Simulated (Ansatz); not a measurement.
AlCo in space group R-3m (No. 166; Al on 3b, Co on 3a) under volume change, plane-wave PAW PBE (Ansatz code), shape and atoms relaxed at each volume.

```csv
V (Å³/atom),E − E(relaxed) (meV/atom),P (GPa)
11.269,53.0,16.68
11.641,22.2,10.13
12.013,5.2,4.65
12.384,0.0,0.00
12.756,4.8,-4.02
13.127,18.2,-7.49
13.499,39.1,-10.45
```

Question: What does a third-order Birch–Murnaghan fit give for V₀, B₀ and B′?

Answer: V₀ = 12.38 Å³/atom, B₀ = 145 GPa, B′ = 4.2.

A made-up cell: these elements were put on the sites of a structure type; neither database checked (COD, Materials Project) lists it. Its standing as an ambient phase is unchecked. The PBE relaxation kept the symmetry of its start, as lowered by the spin order; its stability against distortions is not shown here. Magnetic state: antiferromagnetic, chosen from 4 collinear starts compared on coarse meshes (ties went to the first, and starts can fall back to one state), not a proven ground state.

Potentials: the later of the program's two PAW sets.
